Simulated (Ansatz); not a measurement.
Input file for Ansatz (a first-principles code):

Ansatz 0.2 input:
```yaml
crystal:
  lattice:
    - [0.0, 3.1035520991, 3.1035520991]
    - [3.1035520991, 0.0, 3.1035520991]
    - [3.1035520991, 3.1035520991, 0.0]
  atoms:
    - { symbol: Ba, position: [0.0, 0.0, 0.0] }
    - { symbol: F, position: [0.25, 0.25, 0.25] }
    - { symbol: F, position: [0.75, 0.75, 0.75] }
kpoints:
  mp_grid: { grid: [6, 6, 6] }
hamiltonian:
  xc: hse06
  pseudopotentials: { azcp: { folder: ./paw }, kind: paw_fr }
magnetization: { noncollinear: true, spin_orbit: true }
scf:
  n_extra_bands: 12
  occupations: { method: gaussian, width: 0.02 }
output:
  eigenvalues: true
  eigenstates:
    e_range: [-9.0, 21.1]
    kpoints:
      - [0.0, 0.229167, -0.229167]  # VBM
      - [0.0, 0.0, 0.0]  # CBM
      - [0.0, 0.0, 0.0]  # GAMMA
      - [0.5, 0.0, 0.5]  # X
      - [0.5, 0.5, 0.5]  # L
      - [0.5, 0.25, 0.75]  # W
      - [0.375, 0.375, 0.75]  # K
      - [0.625, 0.25, 0.625]  # U
```

Output (shortened):

```
Pseudopotential: Ba, paw, valence charge 10
Pseudopotential: F, paw, valence charge 7
Functional definition: HSE06
non-collinear run that drives no moment, with spin-orbit …
Crystal: 3 atoms, lattice volume = 59.787 Å³
Basis set: ecut = 420 eV, 1211 PW (Γ)
Bands: 36, of which v1, the nominal top of the filled ones, is band 24 counted from 1 (23 counted from 0)
Symmetry: 48 space group operations + 48 with time reversal
k-points: 16 of 216
Projection manifold: j_resolved (fully-relativistic pseudo-atomic orbitals)
SCF iter   1: F=—  HF=-7580.104010 eV  |F-HF|=—  |Δ(HF+E_count)|=         —  Δρ=1.41e-1  dr2=1.05e1  dr2_m=0.00e0 (ungated)  ethr=1.00e-1  |M|=0.00e0 ∫|m|=0.00e0 μB  |m|>n=0.0e0 m-floor=0.0e0 τ_xc=0.0e0  β_m=0.30  ⟨swp⟩=7.6  Hψ=2342  notcnv=0
preconditioner: auto → none
iter 2 solved again at ethr=2.90e-3 eV; its pass at ethr=4.39e-2 eV (dr2=6.97e-1 eV) is discarded
SCF iter   2: F=—  HF=-7577.434117 eV  |F-HF|=—  |Δ(HF+E_count)|=    2.67e0  Δρ=3.00e-2  dr2=6.89e-1  dr2_m=0.00e0 (ungated)  ethr=2.90e-3  |M|=0.00e0 ∫|m|=0.00e0 μB  |m|>n=0.0e0 m-floor=0.0e0 τ_xc=0.0e0  β_m=0.30  ⟨swp⟩=5.2  Hψ=2967  notcnv=0  defer=57
SCF iter   3: F=—  HF=-7577.320566 eV  |F-HF|=—  |Δ(HF+E_count)|=   1.14e-1  Δρ=1.51e-2  dr2=2.30e-1  dr2_m=0.00e0 (ungated)  ethr=2.87e-3  |M|=0.00e0 ∫|m|=0.00e0 μB  |m|>n=0.0e0 m-floor=0.0e0 τ_xc=0.0e0  β_m=0.51  ⟨swp⟩=3.7  Hψ=1269  notcnv=0  defer=23
SCF iter   4: F=—  HF=-7577.333660 eV  |F-HF|=—  |Δ(HF+E_count)|=   1.31e-2  Δρ=3.91e-3  dr2=6.01e-3  dr2_m=0.00e0 (ungated)  ethr=9.59e-4  |M|=0.00e0 ∫|m|=0.00e0 μB  |m|>n=0.0e0 m-floor=0.0e0 τ_xc=0.0e0  β_m=0.70  ⟨swp⟩=4.8  Hψ=1580  notcnv=0  defer=38
SCF iter   5: F=-7577.339261 eV  HF=-7577.340369 eV  |F-HF|=1.11e-3  |Δ(HF+E_count)|=   6.71e-3  Δρ=1.66e-3  dr2=1.21e-3  dr2_m=0.00e0 (ungated)  ethr=2.50e-5  |M|=0.00e0 ∫|m|=0.00e0 μB  |m|>n=0.0e0 m-floor=0.0e0 τ_xc=0.0e0  ⟨swp⟩=6.6  Hψ=2006  notcnv=0  defer=41
SCF 1 stopped early in 5 iterations: F = -7577.339261 eV  dr2 = 1.21e-3
Crystal: 3 atoms, lattice volume = 59.787 Å³
Projection manifold: j_resolved (fully-relativistic pseudo-atomic orbitals)
Exchange kernel: α = 0.2500, screened, ω = 0.2079 Å⁻¹, Wigner–Seitz truncation, v(0) = 1046.8641 eV·Å³, q-mesh 6×6×6, nearest image of the exchange supercell L …
Frozen-core exchange: fock
SCF iter   1: F=—  HF=-7575.511648 eV  |F-HF|=—  |Δ(HF+E_count)|=         —  Δρ=1.01e-2  dr2=7.81e-2  dr2_m=0.00e0 (ungated)  ethr=5.04e-5  |M|=0.00e0 ∫|m|=0.00e0 μB  |m|>n=0.0e0 m-floor=0.0e0 τ_xc=0.0e0  β_m=0.30  ⟨swp⟩=8.7  Hψ=2526  notcnv=0
preconditioner: auto → none
SCF iter   2: F=—  HF=-7575.489924 eV  |F-HF|=—  |Δ(HF+E_count)|=   2.17e-2  Δρ=3.83e-3  dr2=9.67e-3  dr2_m=0.00e0 (ungated)  ethr=5.04e-5  |M|=0.00e0 ∫|m|=0.00e0 μB  |m|>n=0.0e0 m-floor=0.0e0 τ_xc=0.0e0  β_m=0.65  ⟨swp⟩=4.5  Hψ=1826  notcnv=0  defer=2
SCF iter   3: F=—  HF=-7575.495520 eV  |F-HF|=—  |Δ(HF+E_count)|=   5.60e-3  Δρ=4.32e-3  dr2=9.69e-3  dr2_m=0.00e0 (ungated)  ethr=3.65e-5  |M|=0.00e0 ∫|m|=0.00e0 μB  |m|>n=0.0e0 m-floor=0.0e0 τ_xc=0.0e0  β_m=0.65  ⟨swp⟩=5.1  Hψ=1868  notcnv=0  defer=32
SCF iter   4: F=—  HF=-7575.492324 eV  |F-HF|=—  |Δ(HF+E_count)|=   3.20e-3  Δρ=7.34e-5  dr2=1.92e-5  dr2_m=0.00e0 (ungated)  ethr=3.65e-5  |M|=0.00e0 ∫|m|=0.00e0 μB  |m|>n=0.0e0 m-floor=0.0e0 τ_xc=0.0e0  β_m=0.65  ⟨swp⟩=3.4  Hψ=1478  notcnv=0  defer=8
SCF iter   5: F=—  HF=-7575.492530 eV  |F-HF|=—  |Δ(HF+E_count)|=   2.07e-4  Δρ=4.44e-4  dr2=7.08e-5  dr2_m=0.00e0 (ungated)  ethr=8.82e-9  |M|=0.00e0 ∫|m|=0.00e0 μB  |m|>n=0.0e0 m-floor=0.0e0 τ_xc=0.0e0  β_m=0.65  ⟨swp⟩=5.5  Hψ=2152  notcnv=0  defer=12
SCF iter   6: F=—  HF=-7575.492510 eV  |F-HF|=—  |Δ(HF+E_count)|=   2.00e-5  Δρ=1.19e-4  dr2=7.83e-6  dr2_m=0.00e0 (ungated)  ethr=8.82e-9  |M|=0.00e0 ∫|m|=0.00e0 μB  |m|>n=0.0e0 m-floor=0.0e0 τ_xc=0.0e0  β_m=0.72  ⟨swp⟩=4.1  Hψ=1514  notcnv=0  defer=3
SCF iter   7: F=-7575.492508 eV  HF=-7575.492508 eV  |F-HF|=7.16e-8  |Δ(HF+E_count)|=   2.47e-6  Δρ=1.29e-5  dr2=3.15e-7  dr2_m=0.00e0 (ungated)  ethr=8.82e-9  |M|=0.00e0 ∫|m|=0.00e0 μB  |m|>n=0.0e0 m-floor=0.0e0 τ_xc=0.0e0  ⟨swp⟩=4.0  Hψ=1364  notcnv=0
SCF 2 stopped early in 7 iterations: F = -7575.492508 eV  dr2 = 3.15e-7
hybrid outer 1: dexx = +6.420e-3 eV, tail = 1.16e-5 eV
Crystal: 3 atoms, lattice volume = 59.787 Å³
Projection manifold: j_resolved (fully-relativistic pseudo-atomic orbitals)
Exchange kernel: α = 0.2500, screened, ω = 0.2079 Å⁻¹, Wigner–Seitz truncation, v(0) = 1046.8641 eV·Å³, q-mesh 6×6×6, nearest image of the exchange supercell L …
Frozen-core exchange: fock
SCF iter   1: F=—  HF=-7575.492647 eV  |F-HF|=—  |Δ(HF+E_count)|=         —  Δρ=7.65e-5  dr2=9.94e-7  dr2_m=0.00e0 (ungated)  ethr=2.42e-7  |M|=0.00e0 ∫|m|=0.00e0 μB  |m|>n=0.0e0 m-floor=0.0e0 τ_xc=0.0e0  β_m=0.30  ⟨swp⟩=7.8  Hψ=1657  notcnv=0
preconditioner: auto → none
SCF iter   2: F=—  HF=-7575.492648 eV  |F-HF|=—  |Δ(HF+E_count)|=   9.71e-8  Δρ=1.66e-5  dr2=1.45e-7  dr2_m=0.00e0 (ungated)  ethr=3.97e-9  |M|=0.00e0 ∫|m|=0.00e0 μB  |m|>n=0.0e0 m-floor=0.0e0 τ_xc=0.0e0  β_m=0.65  ⟨swp⟩=4.3  Hψ=1408  notcnv=0
SCF iter   3: F=-7575.492648 eV  HF=-7575.492648 eV  |F-HF|=1.19e-8  |Δ(HF+E_count)|=   2.62e-8  Δρ=9.56e-6  dr2=3.22e-8  dr2_m=0.00e0 (ungated)  ethr=4.39e-10  |M|=0.00e0 ∫|m|=0.00e0 μB  |m|>n=0.0e0 m-floor=0.0e0 τ_xc=0.0e0  ⟨swp⟩=3.0  Hψ=1045  notcnv=0
SCF 3 converged in 3 iterations: F = -7575.492648 eV  dr2 = 3.22e-8
hybrid outer 2: dexx = +2.011e-7 eV, tail = 7.19e-8 eV, Δε = 6.50e-4 eV (about 5.14e-5 eV left of the loop's levels)
NSCF: frozen V_eff on 8 k-points
hybrid SCF converged: 2 outer / 10 inner (+5 warm-up), last move |dexx| = 2.01e-7 eV, tail = 7.19e-8 eV
Stability not checked (fock_operator)
Magnetization: |M| = 0.0000 μB,  M = (+0.0000, +0.0000, +0.0000) μB
Absolute magnetization: 0.0000 μB (∫|m|)
  site 0: m = (+0.0000, +0.0000, +0.0000) μB, |m| = 0.0000 μB  (R = 1.11 Å)
  site 1: m = (+0.0000, +0.0000, +0.0000) μB, |m| = 0.0000 μB  (R = 1.11 Å)
  site 2: m = (+0.0000, +0.0000, +0.0000) μB, |m| = 0.0000 μB  (R = 1.11 Å)
Free energy (F): -7575.492648 eV
Frozen-core exchange: fock
Harris-Foulkes:  -7575.492648 eV  (|F-HF|=1.19e-8)
Internal energy: -7575.492648 eV  (E = F + TS)
E sigma→0 (E₀):  -7575.492648 eV
Fermi energy:    5.928017 eV
--- Per-component energies (eV) ---
  E_band       = -147.286459
  E_kinetic    = 560.582057
  E_local      = -1592.846905  (includes V_loc(G=0)·N_el)
  E_nonlocal   = 263.419064
  E_hartree    = 593.510154
  E_xc         = -283.612277
  E_vxc        = -262.051376  (∫ρ·V_xc dr)
  E_exx        = -72.506740  (= α·E_x^exact, valence–valence)
  E_paw        = -5606.518505  (= ΣΔE_a)
  E_vpaw       = -158.402088  (= ΣTr[D̂ρ^β])
  E_aug_tail   = 0.001390  (compensation charges beyond the density's cutoff)
  E_ewald      = -1437.317286
  E_core_change = -0.203599  (= ΣΔE_core)
  E_smearing   =  0.000000  (= −TS)
  E_closure    = 0.000000  (closes the sum)
  Σ components = -7575.492648   (vs F -7575.492648, Δ=1.82e-12)
  [band-id]    e_kinetic+e_local+e_nonlocal+2·e_hartree+e_vxc+2·e_exx+e_vpaw+e_augmentation_tail = -147.291031   (vs E_band -147.286459, Δ=-4.57e-3)
--- Band table (eV; the first three rows and the last of 16) ---
  k-point 0: bands = ["-22.3909", "-22.3909", "-18.9708", "-18.9708", "-18.7989", "-18.7989", "-7.5549", "-7.5549", "-5.4701", "-5.4701", "-5.4701", "-5.4701", "-0.0167", "-0.0167", "0.0357", "0.0357", "0.0357", "0.0357", "1.3524", "1.3524", "1.5071", …
  k-point 1: bands = ["-22.3235", "-22.3235", "-18.9974", "-18.9974", "-18.8775", "-18.8775", "-7.5881", "-7.5881", "-5.5384", "-5.5384", "-5.5282", "-5.5282", "0.1127", "0.1127", "0.1555", "0.1555", "0.3127", "0.3127", "1.2456", "1.2456", "1.4065", "1.4065", …
  k-point 2: bands = ["-22.1770", "-22.1770", "-19.1135", "-19.1135", "-18.9843", "-18.9843", "-7.6498", "-7.6498", "-5.6565", "-5.6565", "-5.6379", "-5.6379", "0.3250", "0.3250", "0.3687", "0.3687", "0.8800", "0.8800", "0.9974", "0.9974", "1.3302", "1.3302", …
  k-point 15: bands = ["-21.9872", "-21.9872", "-19.2344", "-19.2344", "-19.1401", "-19.1401", "-7.7363", "-7.7363", "-5.9297", "-5.9297", "-5.5964", "-5.5964", "0.2030", "0.2030", "1.0278", "1.0278", "1.1807", "1.1807", "1.2336", "1.2336", "1.2690", …
```

Cost: around 7 core-minutes (rough) on shared cores.

The points marked VBM and CBM come from a semilocal run.

Space group Fm-3m (fluorite). The cell was relaxed with HSE06 under the symmetry of its start.

Potentials: the earlier of the program's two PAW sets. The files were generated under PBE; for other functionals the program regenerates the frozen cores, and for LDA and PBEsol the local potential too.

Ansatz is a plane-wave DFT program.
